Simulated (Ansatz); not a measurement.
In$_{2}$Au$_{3}$ (La2O3 or Ni2Al3 type, space group No. 164), plane-wave PAW r²SCAN (Ansatz code), all energies at zero smearing, with the estimated change up to a 700 eV cutoff added, with one set of potentials and settings (totals compare only within such a set). Cell of 5 atoms (2 In, 3 Au): -50715.247 eV.

```json
[
 {"element": "In", "reference phase": "I4/mmm, 1 atoms in the cell", "E (eV/atom)": "-5611.8204"},
 {"element": "Au", "reference phase": "Fm-3m, 1 atoms in the cell", "E (eV/atom)": "-13163.5078"}
]
```

Formation energy per atom, worked out: (-50715.247 − 2×(-5611.8204) − 3×(-13163.5078))/5 = -0.217 eV/atom (-21 kJ per mol of atoms), at 0 K, without zero-point energy or fitted corrections.

Space group P-3m1 (La2O3 or Ni2Al3 type). The first step of the workflow began from a Materials Project structure, measured or hypothetical; the Crystallography Open Database copy checked does not list it. Whether it is the stable phase at ambient conditions was not checked. The cell was relaxed with r²SCAN under the symmetry of its start; whether a distortion lowers the energy is not shown. The references are the lowest solids computed at this level, not always the standard phases. Spin–orbit coupling is left out wherever it is not named.

Potentials: the later of the program's two PAW sets.
